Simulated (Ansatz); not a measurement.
Data:

LaNbHO$_{2}$:
```xyz
5
Lattice="4.0940 0.0000 0.0000 0.0000 4.0940 0.0000 0.0000 0.0000 3.6550" Properties=species:S:1:pos:R:3 pbc="T T T"
La     2.0470     2.0470     1.8275
Nb     0.0000     0.0000     0.0000
O      2.0470     0.0000     0.0000
O      0.0000     2.0470     0.0000
H      0.0000     0.0000     1.8275
```

This is the PBEsol-relaxed structure.

### Question
All from plane-wave PAW PBEsol (Ansatz code), unless another level is named. Predict the density of states at the Fermi level.

### Answer
0.53 states/eV per atom (mean over ±0.08 eV).

### Question
What about the formation energy from the elements (no fitted shifts)?

### Answer
-1.94 eV/atom.

### Question
And the gap with spin–orbit coupling?

### Answer
none (metallic).

Space group P4/mmm. The start of the workflow was typed in or built on a structure type; neither database checked (COD, Materials Project) lists it. Whether it is the stable phase at ambient conditions was not checked. Symmetry was held in the PBEsol relaxation. At this level the phase is dynamically unstable (imaginary phonons). The workflow began spin-polarised and lost its moments. The references are the lowest solids computed at this level, not always the standard phases (solids in place of the gases). Scalar-relativistic: spin–orbit coupling is off unless named, which matters more the heavier the elements.

Potentials: the earlier of the program's two PAW sets. The files were generated under PBE; for other functionals the program regenerates the frozen cores, and for LDA and PBEsol the local potential too.
